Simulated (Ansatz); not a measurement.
**Property card for Ga2O3**

Ga$_{2}$O$_{3}$:
```yaml
crystal:
  lattice:
    - [-4.63192, 4.63192, 4.63192]
    - [4.63192, -4.63192, 4.63192]
    - [4.63192, 4.63192, -4.63192]
  atoms:
    - { symbol: Ga, position: [0.50000, 0.50000, 0.50000] }
    - { symbol: Ga, position: [0.50000, 0.00000, 0.00000] }
    - { symbol: Ga, position: [0.00000, 0.00000, 0.50000] }
    - { symbol: Ga, position: [0.00000, 0.50000, 0.00000] }
    - { symbol: Ga, position: [0.25000, 0.71406, 0.46406] }
    - { symbol: Ga, position: [0.75000, 0.78594, 0.03594] }
    - { symbol: Ga, position: [0.46406, 0.25000, 0.71406] }
    - { symbol: Ga, position: [0.03594, 0.75000, 0.78594] }
    - { symbol: Ga, position: [0.71406, 0.46406, 0.25000] }
    - { symbol: Ga, position: [0.78594, 0.03594, 0.75000] }
    - { symbol: Ga, position: [0.75000, 0.28594, 0.53594] }
    - { symbol: Ga, position: [0.25000, 0.21406, 0.96406] }
    - { symbol: Ga, position: [0.53594, 0.75000, 0.28594] }
    - { symbol: Ga, position: [0.96406, 0.25000, 0.21406] }
    - { symbol: Ga, position: [0.28594, 0.53594, 0.75000] }
    - { symbol: Ga, position: [0.21406, 0.96406, 0.25000] }
    - { symbol: O, position: [0.54306, 0.77427, 0.54749] }
    - { symbol: O, position: [0.72678, 0.99558, 0.95251] }
    - { symbol: O, position: [0.77322, 0.72573, 0.26880] }
    - { symbol: O, position: [0.95694, 0.50442, 0.23120] }
    - { symbol: O, position: [0.54749, 0.54306, 0.77427] }
    - { symbol: O, position: [0.95251, 0.72678, 0.99558] }
    - { symbol: O, position: [0.26880, 0.77322, 0.72573] }
    - { symbol: O, position: [0.23120, 0.95694, 0.50442] }
    - { symbol: O, position: [0.77427, 0.54749, 0.54306] }
    - { symbol: O, position: [0.99558, 0.95251, 0.72678] }
    - { symbol: O, position: [0.72573, 0.26880, 0.77322] }
    - { symbol: O, position: [0.50442, 0.23120, 0.95694] }
    - { symbol: O, position: [0.45694, 0.22573, 0.45251] }
    - { symbol: O, position: [0.27322, 0.00442, 0.04749] }
    - { symbol: O, position: [0.22678, 0.27427, 0.73120] }
    - { symbol: O, position: [0.04306, 0.49558, 0.76880] }
    - { symbol: O, position: [0.45251, 0.45694, 0.22573] }
    - { symbol: O, position: [0.04749, 0.27322, 0.00442] }
    - { symbol: O, position: [0.73120, 0.22678, 0.27427] }
    - { symbol: O, position: [0.76880, 0.04306, 0.49558] }
    - { symbol: O, position: [0.22573, 0.45251, 0.45694] }
    - { symbol: O, position: [0.00442, 0.04749, 0.27322] }
    - { symbol: O, position: [0.27427, 0.73120, 0.22678] }
    - { symbol: O, position: [0.49558, 0.76880, 0.04306] }
```

Space group Ia-3 (No. 206), bixbyite; conventional cell a = b = c = 9.2638 Å, α = β = γ = 90.00°.

Method: the program Ansatz at the r²SCAN level (PAW). Structure relaxed to zero pressure with the same functional. Other levels are named where they apply.

**Cell and energy**

```json
{
  "volume_per_atom": "9.94 Å³",
  "density": "6.26 g/cm³",
  "Formation energy from the elements (no fitted shifts)": "-2.03 eV/atom"
}
```

**Electronic structure**

```json
{
  "band_gap": "3.25 eV (indirect)",
  "valence_band_maximum": "off the standard path, at k = (0.010, -0.010, 0.406) in fractions of the reciprocal vectors",
  "conduction_band_minimum": "at Γ",
  "smallest_direct_gap_on_the_standard_path": "3.36 eV",
  "electron_effective_mass": "0.26 mₑ (isotropic)",
  "hole_effective_mass": "0.94, 2.8, 3.5 mₑ (principal values)",
  "HSE06 gap on the r²SCAN cell": "4.32 eV"
}
```

**Mechanics**

```json
{
 "Elastic constants (relaxed ions, GPa)": "C11 = 367, C12 = 136, C44 = 83.8",
 "mechanical_stability": "stable (all eigenvalues of C positive)",
 "hill_bulk_and_shear_moduli": "213 and 95.3 GPa",
 "Young's modulus": "249 GPa",
 "Poisson's ratio": "0.31",
 "debye_temperature_from_the_elastic_constants": "604 K"
}
```

**Phonons**

```json
{
  "Highest zone-centre frequency (without LO–TO term)": "724 cm⁻¹",
  "zone_centre_stability": "no imaginary mode at Γ"
}
```

**Charges**

```json
{
  "bader_charges": "Ga +2.00 to +2.01, O -1.33 e"
}
```

The cell is a constructed one: a structure type filled with these elements; neither database checked (COD, Materials Project) lists it. It is not the phase usual at ambient conditions (space group No. 12, 167). The cell was relaxed with r²SCAN under the symmetry of its start. The references are the lowest solids computed at this level, not always the standard phases (solids in place of the gases). Spin–orbit coupling is left out wherever it is not named.

Potentials: the later of the program's two PAW sets.
